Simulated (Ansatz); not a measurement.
ZrO$_{2}$:
```xyz
6
Lattice="3.5884 0.0000 0.0000 0.0000 3.5884 0.0000 0.0000 0.0000 5.2001" Properties=species:S:1:pos:R:3 pbc="T T T"
Zr     0.0000     0.0000     0.0000
Zr     1.7942     1.7942     2.6000
O      0.0000     1.7942     1.0309
O      0.0000     1.7942     3.6310
O      1.7942     0.0000     1.5691
O      1.7942     0.0000     4.1691
```

Relaxed with HSE06.

Q: Give the Bader charges and basin volumes of the independent atoms, HSE06 in the plane-wave PAW code Ansatz.

A: 

```
atom  Bader charge (e)  Bader volume (Å³)
----  ----------------  -----------------
Zr1              +2.75                9.7
O3               -1.37               11.9
```

Space group P4_2/nmc. This is a known high-temperature phase of the composition, computed here at zero pressure and temperature. The HSE06 relaxation kept the symmetry of its start; whether a distortion lowers the energy is not shown. The run is not spin-polarised.

Potentials: the later of the program's two PAW sets.
